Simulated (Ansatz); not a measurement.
Pt: from a starting cell to a relaxed one

The start is a relaxed Pt cell, doubled along one cell vector, shaken by Gaussian noise of σ = 0.08 Å a coordinate. A full variable-cell relaxation at zero pressure is run with PBEsol (plane waves to 420 eV, PAW, scalar-relativistic; Ansatz, an electronic-structure program). The first steps use a coarse 4×8×12 k-mesh.

The start:
```
CELL_PARAMETERS angstrom
      8.94040     0.00000     0.00000
     -2.23510     3.87131     0.00000
      0.00000     0.00000     2.66790
ATOMIC_POSITIONS crystal
  Pt 0.99705 0.02897 0.01009
  Pt 0.53254 0.04129 0.00930
  Pt 0.15994 0.65343 0.53718
  Pt 0.66169 0.69764 0.52446
  Pt 0.34524 0.35442 0.53935
  Pt 0.82593 0.31605 0.51650
```

Q: What pressure does the first self-consistent step give?

A: +7.7 GPa (positive: the cell is compressed).

Q: Which atoms feel the largest initial force, and how large is it?

A: 3.97 eV/Å, on Pt6 (atoms numbered as listed).

Q: By how much does the energy per atom fall from start to end?

A: 0.30 eV/atom.

Q: Is the parent structure recovered?

A: It does not go back: it reaches I4/mmm (No. 139), AFLOW prototype A_tI2_139_a (A_a), 0.15 eV/atom below the parent.

Q: How do the shortest distances between atoms change?

A: The closest pairs of elements (up to four, under 3.6 Å), start → end: Pt–Pt 2.40 → 2.70 Å.

Q: What band gap does the relaxed structure have at this level?

A: Zero (metallic).

Q: Give the final cell and atomic positions.

A: 
Space group I4/mmm (No. 139); a = b = 3.3526 Å, c = 2.7045 Å, α = β = γ = 90.00°

```
atom  site  symmetry       x       y       z
----  ----  --------  ------  ------  ------
Pt      2b     4/mmm  0.0000  0.0000  0.5000
```
(The calculation used a cell of 1 atom; values per cell refer to that cell.)

Final values are on a 22×22×22 k-mesh of the relaxed cell. No spin polarisation in the result.

The relaxed structure here is a generated cell of Pt: the first start was made by placing the elements on the sites of a structure type, and the end was not matched to a known phase here, so it may be hypothetical. Known forms of Pt include space group No. 225.
